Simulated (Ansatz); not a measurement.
A distorted cell of NaF (rock salt):

```yaml
crystal:
  lattice:
    - [0.00000, 2.35078, 2.35078]
    - [2.35078, 0.00000, 2.35078]
    - [2.35078, 2.35078, 0.00000]
  atoms:
    - { symbol: F, position: [0.95817, 0.79085, 0.04183] }
    - { symbol: Na, position: [0.50000, 0.50000, 0.50000] }
```

Computed with PBE (plane waves to 420 eV, PAW, scalar-relativistic; Ansatz, a quantum-chemistry and plane-wave program). k mesh 10×10×10 (Γ-centred), Fermi-Dirac smearing 0.05 eV. E stands for the smeared free energy. Stress and pressure are positive under compression. NaF was relaxed with its symmetry unable to fall. The relaxed volume of NaF is well above the measured one; the method has no dispersion term.

Question: What forces act on the atoms (eV/Å, Cartesian)?

Answer: 
| atom | Fx | Fy | Fz |
|---|---|---|---|
| F1 | 0.164 | 0.000 | 3.349 |
| Na2 | -0.164 | 0.000 | -3.349 |

Question: What is the stress tensor (GPa)?

Answer: 
```
   10.7      0.0    -11.1
    0.0     -2.0      0.0
  -11.1      0.0     37.8
```
The pressure, a third of the trace, is 15.5 GPa.

Question: In it atom 1 sits (-0.393, 0.000, -0.590) Å away from its relaxed site. What is its energy relative to the relaxed cell?

Answer: 751 meV/cell.

(A displaced cell: forces are minus the slopes of the energy, force constants its curvatures, and phonons follow from these.)
